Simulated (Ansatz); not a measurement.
Y₂N in space group P4/mmm (No. 123; Y on 1a, Y on 1d, N on 1c) at seven volumes, PBE+D3(BJ) (plane waves, PAW; program Ansatz), shape and atoms relaxed at each. One row is withheld.

```csv
V (Å³/atom),P (GPa)
17.691,?
18.274,6.92
18.858,3.19
19.441,0.00
20.024,-2.72
20.607,-5.04
21.191,-7.03
```

Problem. Fit the shown pressures and predict the withheld one.

Solution. P = (3/2)B₀(x^(7/2) − x^(5/2))[1 + (3/4)(B′ − 4)(x − 1)] with x = (V₀/V)^(2/3). Least squares on the six rows gives V₀ = 19.441 Å³/atom, B₀ = 98.0 GPa, B′ = 4.26. At V = 17.691, x = 1.0649 and P = 11.31 GPa. The run itself gave 11.27 GPa.

A made-up cell: these elements were put on the sites of a structure type; neither database checked (COD, Materials Project) lists it. Whether it is the stable phase at ambient conditions was not checked. The cell was relaxed with PBE+D3(BJ) under the symmetry of its start; whether a distortion lowers the energy is not shown. No spin polarisation was allowed.

Potentials: the earlier of the program's two PAW sets.
